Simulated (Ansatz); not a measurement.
Below is a relaxed structure of Mg3CdSe4. The cell was found from a structure generator's guess, not taken from experiment.

Level of theory: DFT PBE, scalar-relativistic, plane waves, PAW in Ansatz 0.2.0. Cutoff 420 eV, Γ-centred mesh, Gaussian smearing, no spin polarisation.

```
Mg Cd Se
1.0
     6.04379    0.00000    0.00000
     0.00000    6.04379    0.00000
     0.00000    0.00000    6.04379
Mg Cd Se
3 1 4
Cartesian
  0.0000 3.0219 3.0219
  3.0219 0.0000 3.0219
  3.0219 3.0219 0.0000
  0.0000 0.0000 0.0000
  1.5451 1.5451 4.4987
  1.5451 4.4987 1.5451
  4.4987 1.5451 1.5451
  4.4987 4.4987 4.4987
```

The zero of energy is the elements' standard structures at the same level; no fitted shifts are applied.

(1) What space group does it have?

(2) What is its formation energy per atom?

(3) Is it a metal?

Results:

(1) P-43m (No. 215), with Mg and Cd ordered on zinc blende sites. Conventional cell: a = 6.044 Å. Mg has 4 Se at 2.60 Å; Cd is surrounded by 4 Se at 2.68 Å; Se has 3 Mg at 2.60 Å and 1 Cd at 2.68 Å.

(2) −1.099 eV/atom. It lies below the elements, which doesn't yet make it stable against other compounds or structures.

(3) No, the gap on the 6×6×6 mesh is 1.93 eV.

The last run used a 6×6×6 mesh for its 8-atom cell and Gaussian smearing of 0.02 eV. Kohn–Sham gaps at this level usually fall short of measured ones. The reference form of Se is held partly by dispersion forces, which this level lacks. A structure relaxed within its symmetry needn't be a true minimum.
